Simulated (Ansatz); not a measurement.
The cell below belongs to a search over invented structures; it isn't taken from experiment.

Input and command of a plane-wave DFT calculation in Ansatz:

```yaml
crystal:
  lattice:
    - [4.24165194, 0.0, 0.0]
    - [-2.12082597, 3.67337833, 0.0]
    - [0.0, 0.0, 3.68917075]
  atoms:
    - { symbol: Mg, position: [0.0, 0.0, 0.0] }
    - { symbol: Be, position: [0.56270985, 0.0, 0.0] }
    - { symbol: Be, position: [0.0, 0.56270985, 0.0] }
    - { symbol: Be, position: [0.43729015, 0.43729015, 0.0] }
    - { symbol: Ge, position: [0.0, 0.0, 0.5] }
basis:
  ecutwfc: 420
kpoints:
  mp_grid: { grid: [6, 6, 6] }
hamiltonian:
  xc: pbe
scf:
  occupations: { method: gaussian, width: 0.1 }
  lower_state_search: "off"
output:
  forces: true
  stress: true
  eigenvalues: true
relax:
  adjacent_minimum: "off"
  f_tol: 0.04
  max_steps: 70
  cell: { stress_tol: 0.4 }
```

```bash
ansatz run input.yaml --threads 1 --pin off --max-ram 2560MiB --backend cpu --events-out ev --progress --plain --runs-dir out
```

Processor: Arm Neoverse V1, 1 thread, on a host shared with other jobs.

How long does it run, and how much memory does it take?

About 69 s, peak memory 0.36 GiB. It solves 20 bands at 28 k points (after reduction by symmetry) with about 1907 plane waves (on the last cell), in 88 SCF iterations over 13 ionic steps.
